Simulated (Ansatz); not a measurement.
Polymorphs of CaTiO3, each relaxed with PBEsol (plane waves, PAW; program Ansatz):

A: R3c
a = 5.399 Å, b = 5.399 Å, c = 13.328 Å, α = 90.00°, β = 90.00°, γ = 120.00°

```csv
atom,site,symmetry,x,y,z
Ca,6a,3.,0.0000,0.0000,0.2761
Ti,6a,3.,0.0000,0.0000,0.0162
O,18b,1,0.0969,0.3375,0.0860
```

B: Pnma
a = 5.438 Å, b = 7.592 Å, c = 5.336 Å, α = β = γ = 90.00°

| atom | site | symmetry | x | y | z |
|---|---|---|---|---|---|
| Ca | 4c | .m. | 0.4558 | 0.2500 | 0.4905 |
| Ti | 4b | -1 | 0.0000 | 0.0000 | 0.5000 |
| O | 4c | .m. | 0.0201 | 0.2500 | 0.5792 |
| O | 8d | 1 | 0.2093 | 0.0416 | 0.2086 |

### Question
Order them by energy per atom at 0 K (lowest first) at the level PBEsol.

### Answer
B (+0 meV/atom), A (+10 meV/atom)

### Question
Give each one's gap.

### Answer
A 2.85 eV; B 2.43 eV.

Typed or built starts, not in the databases checked: A. Standing as an ambient phase not checked: B. Began spin-polarised and lost the moments: A. All cells were relaxed under the symmetry of their starts (and spin orders); stability against distortions was not tested throughout. Named crystals with no word on spin ran without spin polarisation.

Energies hold the estimated change up to a 700 eV cutoff; steps of a few meV lie near the error of the meshes.

Potentials: the earlier of the program's two PAW sets. The files were generated under PBE; for other functionals the program regenerates the frozen cores, and for LDA and PBEsol the local potential too.
